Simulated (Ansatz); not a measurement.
ScSnCN:
```yaml
crystal:
  lattice:
    - [3.58436, 0.00000, 0.00000]
    - [-1.79218, 3.10415, 0.00000]
    - [0.00000, 0.00000, 5.46311]
  atoms:
    - { symbol: Sc, position: [0.33333, 0.66667, 0.52539] }
    - { symbol: Sn, position: [0.66667, 0.33333, 0.00575] }
    - { symbol: C, position: [0.33333, 0.66667, 0.11019] }
    - { symbol: N, position: [0.66667, 0.33333, 0.60866] }
```

r²SCAN (plane waves, PAW; program Ansatz) gives a gap of 2.18 eV without spin–orbit coupling, maximum at Γ, minimum at Γ.

Task: What happens when spin–orbit coupling is switched on?

Result: The gap shrinks by 0.04 eV, to 2.14 eV; maximum at Γ, minimum at Γ.

Task: Give the electron effective mass with spin–orbit coupling.

Result: 0.15, 0.15, 0.58 mₑ (principal values).

Task: Give the hole effective mass with spin–orbit coupling.

Result: 0.25, 0.25, 4.4 mₑ (principal values).

Space group P3m1. The start of the workflow was typed in or built on a structure type; neither database checked (COD, Materials Project) lists it. Its standing as an ambient phase is unchecked. The cell was relaxed with r²SCAN under the symmetry of its start; its stability against distortions is not shown here. No spin polarisation was allowed.

Potentials: the earlier of the program's two PAW sets.
